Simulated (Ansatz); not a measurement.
# 5 guesses for Ga₂SnSe₃ and where they end

Method: DFT PBE, scalar-relativistic, plane waves, PAW (Ansatz). All cells share a 420 eV cutoff and Γ-centred k meshes spaced at most about 0.3 Å⁻¹ (about 0.25 or finer for metals, 2π included). No spin polarisation in the final relaxations.

Each guess was relaxed in cell and atoms at zero pressure, within the symmetry of its start. These are static total energies at zero pressure. Coordination counts Se atoms around Ga and Sn (those within 1.25 times the shortest such distance or 1.15 times the sum of covalent radii, 1.27 where that leaves under three; the shortest distance is added where it exceeds 1.18 times the sum of covalent radii; a slash parts the counts of unlike sites).

| guess | made from | start group | V start (Å³/atom) | end group | V end (Å³/atom) | coordination at the end | gap on mesh (eV) | E over the lowest end (meV/atom) |
| --- | --- | --- | --- | --- | --- | --- | --- | --- |
| 1 | Ti2CuSb3 type | P-4m2 | 25.3 | ? | ? | ? | ? | ? |
| 2 | random cell | P4/mmm | 15.4 | P4/mmm | 28.5 | Ga 4, Sn 4 | 0 | 289 |
| 3 | random cell | P-6m2 | 24.2 | P-6m2 | 32.4 | Ga 3 from 3.0 Å/6 from 3.2 Å, Sn 3 | 0 | 547 |
| 4 | Mg3HgAu2 type | P4/mmm | 23.4 | P4/mmm | 22.3 | Ga 8 from 3.0 Å, Sn 8 from 3.1 Å | 0 | 263 |
| 5 | Dy2CuAg3 type | P4mm | 24.9 | P4mm | 23.4 | Ga 5/6, Sn 5 | 0 | 0 |

Guess 1 as it starts:

```
Ga Sn Se
1.0
     4.09831    0.00000    0.00000
     0.00000    4.09831    0.00000
     0.00000    0.00000    9.02895
Ga Sn Se
2 1 3
Cartesian
  0.0000 2.0492 6.6047
  2.0492 0.0000 2.4243
  0.0000 0.0000 0.0000
  0.0000 2.0492 3.4626
  2.0492 0.0000 5.5664
  2.0492 2.0492 0.0000
```

**Question.** Predict the end of this guess and its energy over the lowest end.

**Answer.** It ends in space group P-4m2 (No. 115), with a = 3.966 Å, c = 9.835 Å, 25.8 Å³/atom and no gap. It lies 119 meV/atom over the lowest end, above guess 5 and below guess 4. Counting Se atoms around Ga and Sn, this end has Ga 5, Sn 4 and the lowest (guess 5) has Ga 5/6, Sn 5.

```
CELL_PARAMETERS angstrom
3.96630 0.00000 0.00000
0.00000 3.96630 0.00000
0.00000 0.00000 9.83478
ATOMIC_POSITIONS crystal
Ga 0.00000 0.50000 0.61634
Ga 0.50000 0.00000 0.38366
Sn 0.00000 0.00000 0.00000
Se 0.00000 0.50000 0.34859
Se 0.50000 0.00000 0.65141
Se 0.50000 0.50000 0.00000
```

Formation energies are uncorrected and refer to the elements' standard structures at the same level. The references include grey tin.

**Question.** Is the lowest end bound against the elements?

**Answer.** Yes: its formation energy is −0.34 eV/atom. Whether it is stable depends on the other phases of the system, which aren't compared here.

Weakly bound directions are ill-defined at this level, which has no dispersion term (P-4m2, P-6m2), and this can change margins and order among such cells. The reference form of Se is held partly by dispersion forces, which this level lacks. Cells relaxed within their symmetry can be saddle points. A lower structure may well exist outside this small set. Some structure types and database cells were kept out of the candidates from the start, so a known form may be missing.
